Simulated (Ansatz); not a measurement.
Geometry optimisation in Ansatz: input, command and trajectory.

```yaml
crystal:
  lattice:
    - [4.8820395909, 0.0, 0.0]
    - [0.0, 4.8820395909, 0.0]
    - [0.0, 0.0, 4.8820395909]
  atoms:
    - { symbol: Mg, position: [0.0, 0.5, 0.5] }
    - { symbol: Mg, position: [0.5, 0.5, 0.0] }
    - { symbol: Mg, position: [0.5, 0.0, 0.5] }
    - { symbol: Mg, position: [0.0, 0.0, 0.0] }
    - { symbol: O, position: [0.4111698607, 0.0888301393, 0.9111698607] }
    - { symbol: O, position: [0.0888301393, 0.9111698607, 0.4111698607] }
    - { symbol: O, position: [0.9111698607, 0.4111698607, 0.0888301393] }
    - { symbol: O, position: [0.5888301393, 0.5888301393, 0.5888301393] }
    - { symbol: O, position: [0.4111698607, 0.4111698607, 0.4111698607] }
    - { symbol: O, position: [0.0888301393, 0.5888301393, 0.9111698607] }
    - { symbol: O, position: [0.9111698607, 0.0888301393, 0.5888301393] }
    - { symbol: O, position: [0.5888301393, 0.9111698607, 0.0888301393] }
basis:
  ecutwfc: 500
kpoints:
  mp_grid: { grid: [6, 6, 6] }
hamiltonian:
  xc: r2scan
scf:
  occupations: { method: gaussian, width: 0.02 }
output:
  forces: true
  stress: true
  eigenvalues: true
  write_density: true
  write_potential: true
  elf: true
  volumetric_format: npy
relax:
  adjacent_minimum: "off"
  f_tol: 0.01
  max_steps: 30
```

```bash
ansatz run input.yaml --threads 4 --pin off --max-ram 10240MiB --backend cpu --events-out ev --progress --plain --runs-dir out
```

Level of theory: DFT r2SCAN, scalar-relativistic, plane waves, PAW in Ansatz.

The volume is held at 1.03 times that of the relaxed cell.

Of 4 frames 3 are shown, positions in Å and forces in eV/Å; the SCF threshold varies from step to step.

```xyz
12
Lattice="4.8820 0.0000 0.0000 0.0000 4.8820 0.0000 0.0000 0.0000 4.8820" Properties=species:S:1:pos:R:3:forces:R:3 pbc="T T T" step=1 free_energy_over_end_meV_per_atom=0.29
Mg    0.0000    2.4410    2.4410    0.0000    0.0000    0.0000
Mg    2.4410    2.4410    0.0000    0.0000    0.0000    0.0000
Mg    2.4410    0.0000    2.4410    0.0000    0.0000    0.0000
Mg    0.0000    0.0000    0.0000    0.0000    0.0000    0.0000
O     2.0073    0.4337    4.4484    0.1141   -0.1141    0.1141
O     0.4337    4.4484    2.0073   -0.1141    0.1141    0.1141
O     4.4484    2.0073    0.4337    0.1141    0.1141   -0.1141
O     2.8747    2.8747    2.8747   -0.1141   -0.1141   -0.1141
O     2.0073    2.0073    2.0073    0.1141    0.1141    0.1141
O     0.4337    2.8747    4.4484   -0.1141   -0.1141    0.1141
O     4.4484    0.4337    2.8747    0.1141   -0.1141   -0.1141
O     2.8747    4.4484    0.4337   -0.1141    0.1141   -0.1141
12
Lattice="4.8820 0.0000 0.0000 0.0000 4.8820 0.0000 0.0000 0.0000 4.8820" Properties=species:S:1:pos:R:3:forces:R:3 pbc="T T T" step=2 free_energy_over_end_meV_per_atom=0.09
Mg    0.0000    2.4410    2.4410    0.0000    0.0000    0.0000
Mg    2.4410    2.4410    0.0000    0.0000    0.0000    0.0000
Mg    2.4410    0.0000    2.4410    0.0000    0.0000    0.0000
Mg    0.0000    0.0000    0.0000    0.0000    0.0000    0.0000
O     2.0085    0.4325    4.4495    0.0627   -0.0627    0.0627
O     0.4325    4.4495    2.0085   -0.0627    0.0627    0.0627
O     4.4495    2.0085    0.4325    0.0627    0.0627   -0.0627
O     2.8736    2.8736    2.8736   -0.0627   -0.0627   -0.0627
O     2.0085    2.0085    2.0085    0.0627    0.0627    0.0627
O     0.4325    2.8736    4.4495   -0.0627   -0.0627    0.0627
O     4.4495    0.4325    2.8736    0.0627   -0.0627   -0.0627
O     2.8736    4.4495    0.4325   -0.0627    0.0627   -0.0627
12
Lattice="4.8820 0.0000 0.0000 0.0000 4.8820 0.0000 0.0000 0.0000 4.8820" Properties=species:S:1:pos:R:3:forces:R:3 pbc="T T T" step=4 free_energy_over_end_meV_per_atom=0.00
Mg    0.0000    2.4410    2.4410    0.0000    0.0000    0.0000
Mg    2.4410    2.4410    0.0000    0.0000    0.0000    0.0000
Mg    2.4410    0.0000    2.4410    0.0000    0.0000    0.0000
Mg    0.0000    0.0000    0.0000    0.0000    0.0000    0.0000
O     2.0099    0.4312    4.4509   -0.0013    0.0013   -0.0013
O     0.4312    4.4509    2.0099    0.0013   -0.0013   -0.0013
O     4.4509    2.0099    0.4312   -0.0013   -0.0013    0.0013
O     2.8722    2.8722    2.8722    0.0013    0.0013    0.0013
O     2.0099    2.0099    2.0099   -0.0013   -0.0013   -0.0013
O     0.4312    2.8722    4.4509    0.0013    0.0013   -0.0013
O     4.4509    0.4312    2.8722   -0.0013    0.0013    0.0013
O     2.8722    4.4509    0.4312    0.0013   -0.0013    0.0013
```

It took 38 s on 4 threads of Intel(R) Xeon(R) Processor @ 2.50GHz (Skylake/Cascade Lake), on a shared host, peak memory 0.81 GiB.